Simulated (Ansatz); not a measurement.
## Na2ZnH8S2O12: checking a database structure before trusting its electric field gradients

The cell is a measured structure from the Crystallography Open Database (COD).

```cif
data_Na2ZnH8S2O12
_symmetry_space_group_name_H-M 'P2_1/c'
_symmetry_Int_Tables_number 14
_cell_length_a 5.5075
_cell_length_b 8.2127
_cell_length_c 11.0559
_cell_angle_alpha 90.000
_cell_angle_beta 99.958
_cell_angle_gamma 90.000
loop_
_atom_site_label
_atom_site_type_symbol
_atom_site_symmetry_multiplicity
_atom_site_Wyckoff_symbol
_atom_site_fract_x
_atom_site_fract_y
_atom_site_fract_z
Na Na 4 e 0.1261 0.0717 0.3622
Zn Zn 2 a 0.0000 0.0000 0.0000
H7 H 4 e 0.7850 0.9680 0.1790
H11 H 4 e 0.7930 0.1230 0.1560
H15 H 4 e 0.2990 0.7970 0.1341
H19 H 4 e 0.2130 0.7220 0.0320
S S 4 e 0.3740 0.2884 0.1361
O27 O 4 e 0.3516 0.2712 0.2676
O31 O 4 e 0.2085 0.4163 0.0787
O35 O 4 e 0.3186 0.1313 0.0717
O39 O 4 e 0.6350 0.3296 0.1306
O43 O 4 e 0.8753 0.0381 0.1633
O47 O 4 e 0.1753 0.7856 0.0806
```

One atom of each set is listed.

Method: Kohn–Sham DFT in Ansatz, PBE, plane waves and PAW, scalar-relativistic, 420 eV cutoff, Γ-centred 4×3×2 k-points, Fermi–Dirac smearing 0.02 eV.

Task: Do the atoms and the cell lie near the calculated equilibrium?

Result: No. The largest force is 16 eV/Å, on atom 7 (H: 1 O at 0.80 Å; also 1 O at 1.92 Å), and the pressure is 23.9 GPa. Bonds to hydrogen as short as 0.80 Å are the usual result of locating hydrogen with X-rays, and they can account for much of this: hydrogen has to be relaxed before the gradients can be taken for those of the compound.
